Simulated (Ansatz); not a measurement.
**Computed properties of PRu**

PRu:
```
CELL_PARAMETERS angstrom
      5.48824     0.00000     0.00000
      0.00000     3.11936     0.00000
      0.00000     0.00000     6.14443
ATOMIC_POSITIONS crystal
  P  0.68996 0.25000 0.06350
  P  0.31004 0.75000 0.93650
  P  0.81004 0.75000 0.56350
  P  0.18996 0.25000 0.43650
  Ru 0.49607 0.25000 0.70525
  Ru 0.50393 0.75000 0.29475
  Ru 0.00393 0.75000 0.20525
  Ru 0.99607 0.25000 0.79475
```

Space group Pnma (No. 62); conventional cell a = 5.488 Å, b = 3.119 Å, c = 6.144 Å, α = 90.00°, β = 90.00°, γ = 90.00°.

Method: PBEsol in the plane-wave PAW code Ansatz. Geometry: relaxed at this level of theory. Other levels are named where they apply.

Cell and energy:

```yaml
volume_per_atom: 13.15 Å³
density: 8.34 g/cm³
Formation energy from the elements (no fitted shifts): -63 kJ/mol of atoms
```

Electronic structure:

```yaml
electronic_character: metallic (no gap)
Density of states at the Fermi level: 0.60 states/eV per atom (mean over ±0.08 eV)
Gap with spin–orbit coupling: none (metallic)
```

Mechanics:

```yaml
Bulk modulus (Birch–Murnaghan fit): 223 GPa
Pressure derivative B′: 5.3
Elastic constants (relaxed ions, GPa): C11 = 437, C22 = 282, C33 = 390, C12 = 145, C13 = 157, C23 = 199, C44 = 129, C55 = 78.1, C66 = 101
mechanical_stability: stable (all eigenvalues of C positive)
hill_bulk_and_shear_moduli: 231 and 97.9 GPa
Young's modulus: 257 GPa
Poisson's ratio: 0.31
debye_temperature_from_the_elastic_constants: 484 K
```

Phonons:

```yaml
highest_zone_centre_frequency: 432 cm^-1
zone_centre_stability: no imaginary mode at Γ
```

The workflow started from a Materials Project entry (that database holds measured and hypothetical structures alike); the Crystallography Open Database copy checked does not list it. Whether it is the stable phase at ambient conditions was not checked. The cell was relaxed with PBEsol under the symmetry of its start. No spin polarisation was allowed. As this level gives no gap, shear constants depend on the k-mesh and smearing (Fermi–Dirac, 0.1 eV here). As this level gives no gap, phonon frequencies hold no LO–TO term and depend on the k-mesh and smearing (Fermi–Dirac, 0.1 eV here). The references are the lowest solids computed at this level, not always the standard phases. Spin–orbit coupling is left out wherever it is not named.

Potentials: the later of the program's two PAW sets.
